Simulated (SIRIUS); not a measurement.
A self-consistent single point of Te2Mo (P3m1, 6 atoms in the cell; from Materials Project mp-602, changed as shown).

```xyz
6
Lattice="3.5657 0.0000 0.0000 -1.7828 3.0879 0.0000 0.0000 0.0000 14.6478" Properties=species:S:1:pos:R:3 pbc="T T T"
Te     0.0000     2.0586     9.1962
Te     1.7828     1.0293     5.4516
Te     1.7828     1.0293     1.7923
Te     0.0000     2.0586    12.7755
Mo     0.0000     2.0586     3.6619
Mo     1.7828     1.0293    10.9858
```

Method: PBE, SSSP 1.1.2 precision PBE pseudopotentials (plane waves; SIRIUS 7.12.0).

SIRIUS settings:

- parameters.ngridk: 5 5 1
- parameters.xc_functionals: [XC_GGA_X_PBE, XC_GGA_C_PBE]
- parameters.gk_cutoff: 9.487 1/bohr
- parameters.pw_cutoff: 30 1/bohr
- parameters.smearing: gaussian
- parameters.smearing_width: 0.000367493 Ha
- potentials: SSSP 1.1.2 precision PBE pseudopotentials
- parameters.electronic_structure_method: pseudopotential
- parameters.num_bands: 31
- parameters.num_mag_dims: 0
- parameters.num_dft_iter: 100
- parameters.energy_tol: 1e-07 Ha
- parameters.density_tol: 1e-06
- mixer.type: anderson
- mixer.beta: 0.3
- mixer.use_hartree: true

Results:

- Number of valence electrons: 52
- Number of bands: 31
- Number of k-points after the program's reduction: 5
- Number of plane waves (most at a k-point): 15725
- Number of SCF iterations: 22
- FFT grid: 72 × 72 × 270
- Free energy E − TS: -5175.4521 eV
- Pressure: 0.58 GPa
- Largest force (vector length): 0.774 eV/Å

Forces (eV/Å):
| atom | Fx | Fy | Fz |
|---|---|---|---|
| Te1 | 0.000 | 0.000 | -0.281 |
| Te2 | 0.000 | 0.000 | 0.156 |
| Te3 | 0.000 | 0.000 | 0.623 |
| Te4 | 0.000 | 0.000 | 0.269 |
| Mo5 | 0.000 | 0.000 | -0.774 |
| Mo6 | 0.000 | 0.000 | 0.006 |

Stress (GPa, positive for compression):
```
0.45  0.00  0.00
0.00  0.45  0.00
0.00  0.00  0.84
```

For comparison: a first run was changed to give this one (atom 3 moved by -0.08 angstrom along z), and from it to this one the free energy rises by 2.5 meV/atom, the pressure goes from 1.63 to 0.58 GPa and the largest force goes from 0.280 to 0.774 eV/Å.

Spin-orbit coupling is left out, which matters for bands and gaps with elements this heavy. The structure comes from a collection of computed structures, made at another level of theory; the collection holds predicted forms beside known ones.

Cost on one core: about 100 core-seconds (a rough figure).
